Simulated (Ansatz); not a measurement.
Start of a relaxation, (001) slab as cut from the bulk (Cu, P6_3/mmc (No. 194), (0 0 1) face):

```
CELL_PARAMETERS angstrom
2.52059 0.00000 0.00000
-1.26030 2.18290 0.00000
0.00000 0.00000 25.29131
ATOMIC_POSITIONS crystal
Cu 0.66667 0.33333 0.29654
Cu 0.33333 0.66667 0.37793
Cu 0.66667 0.33333 0.45931
Cu 0.33333 0.66667 0.54069
Cu 0.66667 0.33333 0.62207
Cu 0.33333 0.66667 0.70346
```

Level of theory: DFT PBEsol, scalar-relativistic, plane waves, PAW in Ansatz 0.2.0. Settings: cutoff 420 eV, Γ-centred mesh 15×15×1 on the computed 6-atom cell, Gaussian smearing of 0.10 eV; no spin polarisation. The cell repeats along c with a dipole correction in the vacuum.

All atoms are free. The cell is fixed. Force threshold 0.02 eV/Å.

Q: Where does it end?

A: The energy falls by 0.001 eV in 3 steps, to:

```
Cu
1.0
     2.52059    0.00000    0.00000
    -1.26030    2.18290    0.00000
     0.00000    0.00000   25.29131
Cu
6
Direct
  0.66667 0.33333 0.29657
  0.33333 0.66667 0.37745
  0.66667 0.33333 0.45900
  0.33333 0.66667 0.54100
  0.66667 0.33333 0.62255
  0.33333 0.66667 0.70343
```

The reference crystal is a form of Cu, which isn't its usual structure.

Cost: 1 run of about 1.8 core-minutes, on Arm Neoverse V1 (shared hosts).